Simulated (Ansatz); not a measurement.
Data:

CoSi:
```xyz
8
Lattice="4.3856 0.0000 0.0000 0.0000 4.3856 0.0000 0.0000 0.0000 4.3856" Properties=species:S:1:pos:R:3 pbc="T T T"
Co     0.6388     0.6388     0.6388
Co     1.5540     3.7468     2.8316
Co     2.8316     1.5540     3.7468
Co     3.7468     2.8316     1.5540
Si     3.6983     3.6983     3.6983
Si     2.8801     0.6873     1.5055
Si     1.5055     2.8801     0.6873
Si     0.6873     1.5055     2.8801
```

This is the PBEsol-relaxed structure.

All from DFT-PBEsol in the program Ansatz with PAW potentials, unless another level is named. Give the electronic character.

metallic (no gap).

And the formation energy from the elements (no fitted shifts)?

-0.73 eV/atom.

What about the density of states at the Fermi level?

0.14 states/eV per atom (mean over ±0.08 eV).

Space group P2_13. Symmetry was held in the PBEsol relaxation; of distortions, only those at the zone centre were tested. The workflow began spin-polarised and lost its moments. The references are the lowest solids computed at this level, not always the standard phases.

Potentials: the later of the program's two PAW sets.
